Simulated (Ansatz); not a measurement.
SnSe2 (CdI2 type, P-3m1) at seven volumes, PBE+D3(BJ) in the plane-wave PAW code Ansatz, shape and atoms relaxed at each. One row is withheld.

| V (Å³/atom) | P (GPa) |
|---|---|
| 23.281 | 4.23 |
| 24.048 | 2.40 |
| 24.816 | 1.01 |
| 25.583 | 0.00 |
| 26.351 | ? |
| 27.118 | -1.16 |
| 27.886 | -1.44 |

Task: Fit the shown pressures and predict the withheld one.

Result: P = (3/2)B₀(x^(7/2) − x^(5/2))[1 + (3/4)(B′ − 4)(x − 1)] with x = (V₀/V)^(2/3). Least squares on the six rows gives V₀ = 25.593 Å³/atom, B₀ = 27.8 GPa, B′ = 10.77. At V = 26.351, x = 0.9807 and P = -0.69 GPa. The run itself gave -0.71 GPa.

The PBE+D3(BJ) relaxation kept the symmetry of its start; of distortions, only those at the zone centre were tested. Spin–orbit coupling is left out wherever it is not named.

Potentials: the later of the program's two PAW sets.
